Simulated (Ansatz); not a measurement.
**PrMgH: rattling a relaxed structure**

It was reached by relaxing an invented guess, and it needn't be the stable form of this composition.

The calculation used DFT PBE, scalar-relativistic, plane waves, PAW, and for the lanthanide a 4f-in-core norm-conserving potential, in Ansatz 0.2.0. Cutoff 660 eV; k points 12×12×10 on the computed 3-atom cell (Γ-centred); Gaussian smearing, width 0.10 eV; no spin polarisation.

The cell below (3 atoms, space group P4/mmm (No. 123)) is relaxed within its symmetry.

```
Pr Mg H
1.0
     3.59640    0.00000    0.00000
     0.00000    3.59640    0.00000
     0.00000    0.00000    4.48789
Pr Mg H
1 1 1
Direct
  0.00000 0.00000 0.00000
  0.50000 0.50000 0.50000
  0.50000 0.50000 0.00000
```

For the test a repeat of it with 6 atoms (edges 3.60, 3.60, 8.98 Å) was strained at random (σ = 1.5 % a component), the atoms were moved at random (σ = 0.15 Å), and all was relaxed again on a coarse 6×6×4 mesh (in the run’s order of axes) with 0.20 eV smearing, with no symmetry imposed.

Question: Does it come back?

Answer: It returns, within 1 meV/atom of the unmoved cell on that mesh and with the same symmetry when read at 0.1 Å. No instability shows in this cell; modes of other wave vectors, which need another repeat, aren't tested.

The lanthanide is trivalent by construction, without f bands, f moments or other valences.
